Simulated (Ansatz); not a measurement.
Values for one crystal, relaxed and computed with r²SCAN (plane waves, PAW; program Ansatz); other levels are named.

- Volume per atom = 22.62 Å³
- Electronic character = metallic (no gap)
- Density of states at the Fermi level = 0.63 states/eV per atom (mean over ±0.08 eV)
- Formation energy from the elements (no fitted shifts) = -0.39 eV/atom

Problem. Which compound is it?
A) YSi2Au2, I4/mmm (Y on 2a, Si on 4e, Au on 4d)
B) CaSi2Au2, I4/mmm (Ca on 2a, Si on 4e, Au on 4d)
C) SrCuSi, P6_3/mmc (Sr on 2a, Si on 2c, Cu on 2d)
D) TaSi, rock salt

Solution. C, SrCuSi, P6_3/mmc (Sr on 2a, Si on 2c, Cu on 2d)

The workflow started from a Materials Project entry (that database holds measured and hypothetical structures alike); the Crystallography Open Database copy checked does not list it. With Si and Cu taken as one species the cell has the higher symmetry P6/mmm, so it may be an ordered model of a mixed-site phase. Whether it is the stable phase at ambient conditions was not checked. The r²SCAN relaxation kept the symmetry of its start; its stability against distortions is not shown here. No spin polarisation was allowed. The references are the lowest solids computed at this level, not always the standard phases. Scalar-relativistic: spin–orbit coupling is off unless named, which matters more the heavier the elements.

Potentials: the later of the program's two PAW sets.
